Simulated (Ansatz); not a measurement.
P:
Space group I4₁32 (No. 214); a = b = c = 6.095 Å, α = β = γ = 90.00°

```tsv
atom	site	symmetry	x	y	z
P	8a	.32	0.1250	0.1250	0.1250
```
(The calculation used a cell of 4 atoms; values per cell refer to that cell.)

Relaxed with PBE.

Question: Which orbitals make up the states near the Fermi level in PBE (plane waves, PAW; program Ansatz)?

Answer: Within 0.5 eV of the Fermi level: P 3p 72 %, P 3s 23 %. Projections are on Löwdin-orthogonalised atomic valence shells; empty p or d shells of many metals are not among them.

Question: Tabulate the density of states.

Answer: States/eV per cell of 4 atoms, in 0.25 eV bins, energy from the Fermi level.

| E (eV) | total | P 3p | P 3s |
|---|---|---|---|
| -7.85 | 1.19 | 0.72 | 0.45 |
| -7.60 | 0.80 | 0.51 | 0.29 |
| -7.35 | 0.62 | 0.41 | 0.21 |
| -7.10 | 0.49 | 0.33 | 0.15 |
| -6.85 | 0.39 | 0.28 | 0.10 |
| -6.60 | 0.30 | 0.23 | 0.07 |
| -6.35 | 0.23 | 0.18 | 0.04 |
| -6.10 | 0.16 | 0.13 | 0.02 |
| -5.85 | 6.03 | 5.91 | 0.01 |
| -5.60 | 3.05 | 2.99 | 0.02 |
| -5.35 | 5.88 | 5.77 | 0.03 |
| -5.10 | 1.11 | 1.09 | 0.00 |
| -4.85 | 0.00 | 0.00 | 0.00 |
| -4.60 | 0.00 | 0.00 | 0.00 |
| -4.35 | 0.00 | 0.00 | 0.00 |
| -4.10 | 0.00 | 0.00 | 0.00 |
| -3.85 | 0.00 | 0.00 | 0.00 |
| -3.60 | 0.00 | 0.00 | 0.00 |
| -3.35 | 0.00 | 0.00 | 0.00 |
| -3.10 | 0.00 | 0.00 | 0.00 |
| -2.85 | 0.87 | 0.77 | 0.09 |
| -2.60 | 3.91 | 3.54 | 0.29 |
| -2.35 | 5.41 | 4.29 | 1.02 |
| -2.10 | 4.55 | 4.05 | 0.40 |
| -1.85 | 3.95 | 3.62 | 0.24 |
| -1.60 | 3.74 | 3.49 | 0.16 |
| -1.35 | 1.27 | 1.21 | 0.03 |
| -1.10 | 0.28 | 0.26 | 0.00 |
| -0.85 | 0.10 | 0.09 | 0.00 |
| -0.60 | 1.00 | 0.91 | 0.06 |
| -0.35 | 4.05 | 3.34 | 0.53 |
| -0.10 | 3.14 | 2.40 | 0.61 |
| 0.15 | 3.40 | 2.16 | 1.06 |
| 0.40 | 2.13 | 1.26 | 0.74 |
| 0.65 | 1.15 | 0.68 | 0.38 |
| 0.90 | 0.63 | 0.37 | 0.20 |
| 1.15 | 0.30 | 0.18 | 0.10 |
| 1.40 | 0.10 | 0.06 | 0.03 |
| 1.65 | 0.01 | 0.00 | 0.00 |
| 1.90 | 0.92 | 0.59 | 0.21 |
| 2.15 | 2.85 | 1.82 | 0.65 |
| 2.40 | 2.05 | 1.31 | 0.45 |
| 2.65 | 2.68 | 1.72 | 0.57 |
| 2.90 | 2.78 | 1.77 | 0.47 |
| 3.15 | 4.63 | 2.68 | 0.57 |
| 3.40 | 1.73 | 1.02 | 0.24 |
| 3.65 | 1.32 | 0.67 | 0.13 |
| 3.90 | 2.01 | 0.98 | 0.20 |
| 4.15 | 2.60 | 1.22 | 0.24 |
| 4.40 | 0.76 | 0.32 | 0.03 |
| 4.65 | 3.41 | 1.62 | 0.21 |

Space group I4_132. The start of the workflow was typed in or built on a structure type; neither database checked (COD, Materials Project) lists it. It is not the phase usual at ambient conditions (space group No. 64). Symmetry was held in the PBE relaxation; whether a distortion lowers the energy is not shown. The volume moved by 35 % from the start of the relaxation.

Potentials: the later of the program's two PAW sets.
